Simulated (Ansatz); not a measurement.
Total density of states per atom from DFT-PBE in the program Ansatz with PAW potentials, in 0.25 eV bins, energy from the valence-band maximum:

```
E (eV) | states/eV/atom
    -4.05 |  0.00
    -3.80 | # 0.06
    -3.55 | ### 0.26
    -3.30 | ########### 0.82
    -3.05 | ########### 0.78
    -2.80 | ######### 0.66
    -2.55 | ############# 0.95
    -2.30 | ############ 0.89
    -2.05 | ############### 1.09
    -1.80 | ################ 1.16
    -1.55 | ################## 1.31
    -1.30 | ############################## 2.18
    -1.05 | #################### 1.47
    -0.80 | ################# 1.24
    -0.55 | ############################## 2.21
    -0.30 | ########### 0.81
    -0.05 | # 0.10
     0.20 |  0.00
     0.45 |  0.00
     0.70 |  0.00
     0.95 |  0.00
     1.20 |  0.00
     1.45 |  0.00
     1.70 |  0.00
     1.95 |  0.00
     2.20 |  0.00
     2.45 |  0.00
     2.70 |  0.00
     2.95 |  0.00
     3.20 |  0.00
     3.45 |  0.00
     3.70 |  0.00
     3.95 |  0.00
     4.20 |  0.00
     4.45 |  0.00
     4.70 |  0.00
     4.95 |  0.00
     5.20 |  0.00
     5.45 |  0.00
     5.70 |  0.00
     5.95 |  0.00
     6.20 |  0.00
     6.45 |  0.00
     6.70 |  0.00
     6.95 |  0.01
     7.20 |  0.02
     7.45 |  0.03
     7.70 |  0.03
     7.95 | # 0.04
     8.20 | # 0.05
     8.45 | # 0.06
     8.70 | # 0.07
     8.95 | # 0.09
     9.20 | # 0.09
     9.45 | # 0.09
     9.70 | # 0.10
     9.95 | ## 0.12
    10.20 | ## 0.13
    10.45 | ## 0.15
    10.70 | ## 0.16
    10.95 | ## 0.17
    11.20 | ## 0.18
    11.45 | ### 0.20
    11.70 | ### 0.23
```

Which of these materials gives this?
A. LiF, zinc blende
B. MgS, rock salt
C. SiO2, rutile
D. MgF2, rutile

D, MgF2, rutile. Top 1 eV of the valence band: F 2p 99 %. Bottom 1 eV of the conduction band: Mg 3s 75 %, F 2s 19 %. Projections are on Löwdin-orthogonalised atomic valence shells; empty p or d shells of many metals are not among them.

Space group P4_2/mnm (rutile). The PBE relaxation kept the symmetry of its start.

Potentials: the earlier of the program's two PAW sets.
